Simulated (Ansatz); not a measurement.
AlN:
```cif
data_Al2N2
_chemical_formula_sum 'Al2 N2'
_space_group_name_H-M_alt 'P63mc'
_space_group_IT_number 186
_space_group_name_Hall 'P 6c -2c'
_cell_length_a 3.10664
_cell_length_b 3.10664
_cell_length_c 4.97863
_cell_angle_alpha 90.000
_cell_angle_beta 90.000
_cell_angle_gamma 120.000
loop_
_atom_site_label
_atom_site_type_symbol
_atom_site_symmetry_multiplicity
_atom_site_Wyckoff_symbol
_atom_site_fract_x
_atom_site_fract_y
_atom_site_fract_z
_atom_site_occupancy
Al1 Al 2 b 0.66667 0.33333 0.00341 1
N1 N 2 b 0.33333 0.66667 0.12179 1
```

Relaxed with r²SCAN.

**Question.** Give the optical modes at the zone centre with their infrared and Raman activity from DFPT, plane-wave PAW r²SCAN (Ansatz code).

**Answer.** Transverse frequencies, without the LO–TO term; a row sums one degenerate level.

```csv
ω (cm⁻¹),degeneracy,IR ((D/Å)²/amu),Raman (Å⁴/amu),activity,symmetry
250,2,0.00,0.11,Raman,E2
559,1,0.00,0,silent,B1
621,1,35.97,19,IR+Raman,A1
664,2,0.00,17,Raman,E2
677,2,63.91,8.6,IR+Raman,E1
740,1,0.00,0,silent,B1
```

**Question.** How high does the top mode go among those that the LO–TO term moves?

**Answer.** 924 cm⁻¹ for q along x, 924 cm⁻¹ for q along y, 901 cm⁻¹ for q along z.

Space group P6_3mc (wurtzite). The cell was relaxed with r²SCAN under the symmetry of its start; phonons on a q-mesh show no instability.

Potentials: the later of the program's two PAW sets.
